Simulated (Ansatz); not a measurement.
BaGe$_{2}$:
```
BaGe2
1.0
   -2.39858     2.39858     7.35406
    2.39858    -2.39858     7.35406
    2.39858     2.39858    -7.35406
Ba Ge
2 4
Direct
  0.00000   0.00000   0.00000
  0.75000   0.25000   0.50000
  0.41696   0.41696   0.00000
  0.16696   0.66696   0.50000
  0.33304   0.83304   0.50000
  0.58304   0.58304   0.00000
```

Relaxed with r²SCAN.

### Question
Give the Bader charges and basin volumes of the independent atoms, plane-wave PAW r²SCAN (Ansatz code).

### Answer


| atom | Bader charge (e) | Bader volume (Å³) |
|---|---|---|
| Ba1 | +1.25 | 28.0 |
| Ge3 | -0.62 | 28.3 |

Space group I4_1/amd. The workflow started from an entry of the Crystallography Open Database (COD). Whether it is the stable phase at ambient conditions was not checked. The cell was relaxed with r²SCAN under the symmetry of its start; its stability against distortions is not shown here. Spin–orbit coupling is left out wherever it is not named.

Potentials: the later of the program's two PAW sets.
